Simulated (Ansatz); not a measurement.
Hf:
```xyz
2
Lattice="3.1981 0.0000 0.0000 -1.5990 2.7696 0.0000 0.0000 0.0000 5.0457" Properties=species:S:1:pos:R:3 pbc="T T T"
Hf     0.0000     1.8464     3.7842
Hf     1.5990     0.9232     1.2614
```

Relaxed with r²SCAN. Special points in fractions of this cell's reciprocal vectors: Γ (0.000, 0.000, 0.000); M (0.500, 0.000, 0.000); K (0.333, 0.333, 0.000); A (0.000, 0.000, 0.500); L (0.500, 0.000, 0.500); H (0.333, 0.333, 0.500).

Q: List the band energies nearest the Fermi level at these points for r²SCAN with spin–orbit coupling in the plane-wave PAW code Ansatz.

A: In eV from the Fermi level; about four levels below and three above (degenerate sets whole), none deeper than 8.9 eV; points with the same levels are listed once.

```tsv
k	below	above
Γ	-7.72 -7.72 -3.82 -3.82	0.43 0.43 1.14 1.14
M	-2.32 -2.32 -1.00 -1.00	0.87 0.87 0.98 0.98
K	-1.78 -1.78 -1.60 -1.60	0.39 0.39 0.50 0.50
A	-5.65 -5.65 -5.65 -5.65	0.17 0.17 0.17 0.17
L	-1.01 -1.01 -1.01 -1.01	1.06 1.06 1.06 1.06
H	-0.49 -0.49 -0.18 -0.18	2.67 2.67 2.96 2.96
```

Space group P6_3/mmc (hcp (Mg type)). The r²SCAN relaxation kept the symmetry of its start; of distortions, only those at the zone centre were tested. The run is not spin-polarised.

Potentials: the later of the program's two PAW sets.
